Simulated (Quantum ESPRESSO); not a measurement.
Kohn-Sham bands of GeSe₂ (I-42d)

```yaml
crystal:
  lattice:
    - [5.93663, 0.00000, 0.00000]
    - [0.00000, 5.93663, 0.00000]
    - [-2.96832, -2.96832, 4.78566]
  atoms:
    - { symbol: Ge, position: [0.25000, 0.75000, 0.50000] }
    - { symbol: Ge, position: [0.00000, 0.00000, 0.00000] }
    - { symbol: Se, position: [0.62500, 0.63704, 0.75000] }
    - { symbol: Se, position: [0.88704, 0.37500, 0.25000] }
    - { symbol: Se, position: [0.12500, 0.11296, 0.75000] }
    - { symbol: Se, position: [0.36296, 0.87500, 0.25000] }
```

Cell from Materials Project (mp-10074), symmetrised, no further relaxation. Not found in the COD (Crystallography Open Database) copy used; not checked further. Computed values, not measurements, from PBEsol: Quantum ESPRESSO (norm-conserving PseudoDojo potentials, cutoff 69 Ry, no spin polarisation, no spin-orbit coupling) on a Γ-centred 4×4×4 mesh, then Wannier90. Density: 6×6×6 mesh, cold smearing 0.01 Ry. Spin-orbit coupling, left out, would split the p-like bands by a few tenths of an eV.

Energies are relative to the valence-band maximum; weights are on the orthonormalised atomic waves of the pseudopotential files, averaged over the group. 92 electrons a cell are treated as valence.

Problem. Into which isolated groups do the bands fall, where do they lie and what are they made of?

Solution. 
```tsv
bands	from (eV)	to (eV)	filling	weight on atomic waves
1–20	-47.25	-46.93	filled	Se 3d 100 %
21–30	-24.78	-24.72	filled	Ge 3d 100 %
31–34	-14.15	-11.84	filled	Se 4s 73 %, Ge 4p 14 %, Ge 4s 10 %
35–36	-9.05	-5.89	filled	Ge 4s 42 %, Se 4p 34 %, Se 4s 18 %
37–46	-4.56	0.00	filled	Se 4p 78 %, Ge 4p 17 %
```

The Kohn-Sham gap over both meshes and the path is 1.58 eV.
